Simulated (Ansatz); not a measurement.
Zone-centre phonons of PtS$_{2}$: input and output

All numbers below come from Ansatz 0.2.0, DFT PBEsol, scalar-relativistic, plane waves, PAW.

Launched with:
```bash
ansatz run input.yaml --threads 1 --pin off --max-ram 4096MiB --backend cpu --events-out ev --progress --plain --runs-dir out
```

Input (bare energies are in eV):
```yaml
crystal:
  lattice:
    - [3.5715569969, 0.0, 0.0]
    - [-1.7857784985, 3.0930590904, 0.0]
    - [0.0, 0.0, 4.767229828]
  atoms:
    - { symbol: Pt, position: [0.0, 0.0, 0.0] }
    - { symbol: S, position: [0.3333333333, 0.6666666667, 0.2510159166] }
    - { symbol: S, position: [0.6666666667, 0.3333333333, 0.7489840834] }
basis:
  ecutwfc: 420
kpoints:
  mp_grid: { grid: [12, 12, 8] }
hamiltonian:
  xc: pbesol
scf:
  occupations: { method: gaussian, width: 0.02 }
output:
  eigenvalues: true
phonons:
  method: dfpt
  eigenvectors: true
```

The end of the output:
```
--- Phonons (Γ-DFPT): 4 representative perturbations + reference, on 320 of 1152 k-points (Σ response iterations 12) ---
  k mesh reduced under 2 symmetry operations, with k and −k counted as one. Each operation leaves every solved perturbation unchanged. A smaller set is not used because it would not reduce the number of displacements ...
  ASR residual: 7.079e-5 → 0.000e0 eV/Å²; symmetrization residual: 1.659e-5 eV/Å²
  ASR residual per site (eV/Å²): 3.90e-5 7.08e-5 7.08e-5
  Γ frequencies (cm⁻¹): 0.00 0.00 0.00 297.69 297.69 306.03 306.03 322.09 327.22
  non-analytic LO–TO correction: not included (Born effective charges unavailable; polar crystals: no LO–TO splitting at Γ)
```

It took 91 s on 1 thread of Arm Neoverse V2, with other jobs on the host, peak memory 1.1 GiB.

The crystal is built of layers and no dispersion correction was added, so the binding between them is poorly described, and with it their spacing and whatever depends on it. Spin–orbit coupling is left out, which can shift energies with elements as heavy as these.